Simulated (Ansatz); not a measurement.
Sn2Pt:
```
Sn2Pt
1.0
    0.00000     3.23829     3.23829
    3.23829     0.00000     3.23829
    3.23829     3.23829     0.00000
Sn Pt
2 1
Direct
  0.25000   0.25000   0.25000
  0.75000   0.75000   0.75000
  0.00000   0.00000   0.00000
```

This is the r²SCAN-relaxed structure.

**Question.** All from DFT-r²SCAN in the program Ansatz with PAW potentials, unless another level is named. Predict the formation energy from the elements (no fitted shifts).

**Answer.** -0.44 eV/atom.

**Question.** What about the density of states at the Fermi level?

**Answer.** 0.30 states/eV per atom (mean over ±0.08 eV).

**Question.** And the gap with spin–orbit coupling?

**Answer.** none (metallic).

Space group Fm-3m (fluorite or antifluorite type). The workflow started from an entry of the Crystallography Open Database (COD). Whether it is the stable phase at ambient conditions was not checked. The r²SCAN relaxation kept the symmetry of its start; whether a distortion lowers the energy is not shown. No spin polarisation was allowed. The references are the lowest solids computed at this level, not always the standard phases. Scalar-relativistic: spin–orbit coupling is off unless named, which matters more the heavier the elements.

Potentials: the later of the program's two PAW sets.
